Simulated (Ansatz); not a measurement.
Relaxed-ion elastic tensor of KPH₂O₄ in space group Fdd2 (No. 43; Pearson symbol oF64) in GPa (Voigt order), the program Ansatz at the PBEsol level (PAW); density 2.34 g/cm³, 12.06 Å³ per atom.

```
39.7  23.3  14.5   0.0   0.0   0.0
23.3  38.5  14.2   0.0   0.0   0.0
14.5  14.2  55.1   0.0   0.0   0.0
 0.0   0.0   0.0  12.9   0.0   0.0
 0.0   0.0   0.0   0.0  13.5   0.0
 0.0   0.0   0.0   0.0   0.0  48.4
```

Is the crystal mechanically stable?

Yes: the smallest eigenvalue of C is 12.9 GPa.

Work out the Voigt, Reuss and Hill averages.

K_V = 26.4, K_R = 26.3, K_H = 26.3; G_V = 20.4, G_R = 14.2, G_H = 17.3 GPa.

Give Young's modulus, Poisson's ratio, Pugh's ratio and the universal anisotropy index.

E = 9KG/(3K + G) = 42.6 GPa; ν = 0.23; K/G = 1.52 (brittle by the Pugh limit of 1.75); A_U = 5G_V/G_R + K_V/K_R − 6 = 2.15.

Estimate the sound speeds and the Debye temperature.

v_l = √((K + 4G/3)/ρ) = 4590 m/s, v_t = √(G/ρ) = 2720 m/s, mean 3010 m/s; Θ = (h/k)(3n/4πV)^(1/3) v_m = 391 K.

Solve the Christoffel equation for the three sound speeds along x, y, z.

Eigenvalues of C_ijkl n_j n_l equal ρv² (piezoelectric stiffening left out). In km/s, slowest first: x 2.40, 4.12, 4.54; y 2.35, 4.05, 4.54; z 2.35, 2.40, 4.85.

How much does each axis shrink under pressure?

Linear compressibilities β_i = Σ_j S_ij (j = 1 to 3): x 13, y 14, z 11 per TPa.

The first step of the workflow began from a Materials Project structure, measured or hypothetical; the Crystallography Open Database files this formula in space group No. 43, but the cells were not matched. Whether it is the stable phase at ambient conditions was not checked. The cell was relaxed with PBEsol under the symmetry of its start; its stability against distortions is not shown here.

Potentials: the earlier of the program's two PAW sets. The files were generated under PBE; for other functionals the program regenerates the frozen cores, and for LDA and PBEsol the local potential too.
